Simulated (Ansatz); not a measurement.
BaAu$_{2}$:
Space group P6/mmm (No. 191); a = b = 4.845 Å, c = 4.186 Å, α = β = 90.00°, γ = 120.00°

| atom | site | symmetry | x | y | z |
|---|---|---|---|---|---|
| Ba | 1a | 6/mmm | 0.0000 | 0.0000 | 0.0000 |
| Au | 2d | -6m2 | 0.3333 | 0.6667 | 0.5000 |

Relaxed at zero pressure with DFT-r²SCAN in the program Ansatz with PAW potentials.

Question: The volume is raised by 3 % and shape and atoms relax at that volume. What pressure results, and how do the axes share the change?

Answer: -1.3 GPa; a 0.4 %, b 0.4 %, c 2.3 %; the energy rises by 3 meV/atom.

Question: Give the new structure.

Answer: 
Space group P6/mmm (No. 191); a = b = 4.8630 Å, c = 4.2803 Å, α = β = 90.00°, γ = 120.00°

```json
[
 {"atom": "Ba", "site": "1a", "symmetry": "6/mmm", "x": "0.0000", "y": "0.0000", "z": "0.0000"},
 {"atom": "Au", "site": "2d", "symmetry": "-6m2", "x": "0.3333", "y": "0.6667", "z": "0.5000"}
]
```

The phase is kept; no other phase was compared at this pressure.

The workflow started from an entry of the Crystallography Open Database (COD). Whether it is the stable phase at ambient conditions was not checked. Symmetry was held in the r²SCAN relaxation; its stability against distortions is not shown here. Axis ratios of metals converge slowly with the k-mesh, so a and c are less sure than the volume. Scalar-relativistic: spin–orbit coupling is off unless named, which matters more the heavier the elements.

Potentials: the later of the program's two PAW sets.
